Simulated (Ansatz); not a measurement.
# Sensitivity of the gradients in TlCl with hydrogen replacing Cl to the input

This input was run with Ansatz:

```yaml
crystal:
  lattice:
    - [0.0, 7.668, 7.668]
    - [7.668, 0.0, 7.668]
    - [7.668, 7.668, 0.0]
  atoms:
    - { symbol: Tl, position: [0.0, 0.0, 0.0] }
    - { symbol: Tl, position: [0.5, 0.0, 0.0] }
    - { symbol: Tl, position: [0.0, 0.5, 0.0] }
    - { symbol: Tl, position: [0.0, 0.0, 0.5] }
    - { symbol: Tl, position: [0.25, 0.25, 0.25] }
    - { symbol: Tl, position: [0.5, 0.5, 0.0] }
    - { symbol: Tl, position: [0.5, 0.0, 0.5] }
    - { symbol: Tl, position: [0.75, 0.25, 0.25] }
    - { symbol: Tl, position: [0.0, 0.5, 0.5] }
    - { symbol: Tl, position: [0.25, 0.75, 0.25] }
    - { symbol: Tl, position: [0.25, 0.25, 0.75] }
    - { symbol: Tl, position: [0.5, 0.5, 0.5] }
    - { symbol: Tl, position: [0.75, 0.75, 0.25] }
    - { symbol: Tl, position: [0.75, 0.25, 0.75] }
    - { symbol: Tl, position: [0.25, 0.75, 0.75] }
    - { symbol: Tl, position: [0.75, 0.75, 0.75] }
    - { symbol: H, position: [0.125, 0.125, 0.125] }
    - { symbol: Cl, position: [0.625, 0.125, 0.125] }
    - { symbol: Cl, position: [0.125, 0.625, 0.125] }
    - { symbol: Cl, position: [0.125, 0.125, 0.625] }
    - { symbol: Cl, position: [0.375, 0.375, 0.375] }
    - { symbol: Cl, position: [0.625, 0.625, 0.125] }
    - { symbol: Cl, position: [0.625, 0.125, 0.625] }
    - { symbol: Cl, position: [0.875, 0.375, 0.375] }
    - { symbol: Cl, position: [0.125, 0.625, 0.625] }
    - { symbol: Cl, position: [0.375, 0.875, 0.375] }
    - { symbol: Cl, position: [0.375, 0.375, 0.875] }
    - { symbol: Cl, position: [0.625, 0.625, 0.625] }
    - { symbol: Cl, position: [0.875, 0.875, 0.375] }
    - { symbol: Cl, position: [0.875, 0.375, 0.875] }
    - { symbol: Cl, position: [0.375, 0.875, 0.875] }
    - { symbol: Cl, position: [0.875, 0.875, 0.875] }
kpoints:
  mp_grid: { grid: [3, 3, 3] }
scf:
  occupations: { method: fermi_dirac, width: 0.01 }
hamiltonian:
  xc: pbe
  pseudopotentials: { kind: paw }
output:
  forces: true
  stress: true
  populations: true
  efg:
    quadrupole_moments_barn: { H: 0.00285783, Cl: -0.08112 }
    contact_densities: true
basis:
  ecutwfc: "25.7 Ry"
```

```sh
ansatz run input.yaml --threads 1 --pin off --max-ram 3072MiB --backend cpu --events-out ev --progress --plain --runs-dir out
```

It converged. Of its output the block on the nuclei alone is shown, without the SCF iterations, energies, forces and stress (one atom of each set):

```
--- PAW observables at the nuclei: V_zz in 10²¹ V/m², potentials from the cell's mean, atoms counted from 1 ---
  atom   1  Tl V_zz =    -0.573120   η = 0.0000   by run symmetry: allowed
            electrostatic potential = -17129.759229 V   contact ρ = 15284050.702749 e/Å³
  atom   6  Tl V_zz =    -0.130506   η = 0.0000   by run symmetry: allowed
            electrostatic potential = -17129.774495 V   contact ρ = 15284060.245016 e/Å³
  atom  17  H  V_zz =    +0.000000   η = 0.0000   by run symmetry: forbidden   C_q = +0.0000 MHz
            electrostatic potential = -44.258144 V   contact ρ = 2.334101 e/Å³
  atom  18  Cl V_zz =    +0.170245   η = 0.3595   by run symmetry: allowed   C_q = -0.3339 MHz
            electrostatic potential = -1777.926796 V   contact ρ = 24096.542458 e/Å³
  atom  21  Cl V_zz =    +0.000000   η = 0.0000   by run symmetry: forbidden   C_q = -0.0000 MHz
            electrostatic potential = -1777.913675 V   contact ρ = 24096.615517 e/Å³
  atom  24  Cl V_zz =    +0.148212   η = 0.0000   by run symmetry: allowed   C_q = -0.2907 MHz
            electrostatic potential = -1777.928130 V   contact ρ = 24096.565458 e/Å³
  atom  28  Cl V_zz =    +0.000000   η = 0.0000   by run symmetry: forbidden   C_q = -0.0000 MHz
            electrostatic potential = -1777.938685 V   contact ρ = 24096.552385 e/Å³
```

Task: Can these gradients be trusted, and how do they compare with a run on standard settings?

Result: Not as converged values. Against the standard input the change is `kpoints.mp_grid.grid`: [2, 2, 2] → [3, 3, 3]; `basis.ecutwfc`: not typed → 25.7 Ry. A site carries the number of its first atom; V_zz in 10²¹ V/m².

| site | atom | V_zz standard | η standard | V_zz here | η here |
| --- | --- | --- | --- | --- | --- |
| Tl1 | 1 | -0.63 | 0.00 | -0.57 | 0.00 |
| Tl6 | 6 | -0.18 | 0.00 | -0.13 | 0.00 |
| H | 17 | 0.00 | – | 0.00 | – |
| Cl18 | 18 | 0.18 | 0.30 | 0.17 | 0.36 |
| Cl24 | 24 | 0.14 | 0.00 | 0.15 | 0.00 |

The largest change of V_zz is on Tl1, from -0.63 to -0.57. In per cent, |V_zz| changes by -9 on Tl (all sites that start above 0.5). Other sites without a gradient aren't listed. SCF iterations: 7 and 7. New warnings: cutoff below recommended. In the changed run the cutoff of 350 eV lies below the one recommended for these PAW files, so its values aren't converged ones.

On the reference run: The defect repeats with the cell of 32 atoms, so it feels its images: sites between two images don't show the values beside a lone defect, and zeros or small values of η there can come from the images' arrangement. Spin–orbit coupling is left out, which shifts gradients on Tl by a few per cent, and by more where contributions nearly cancel. The neighbours have not yet relaxed around the defect (largest force 0.19 eV/Å), so a real crystal will differ.
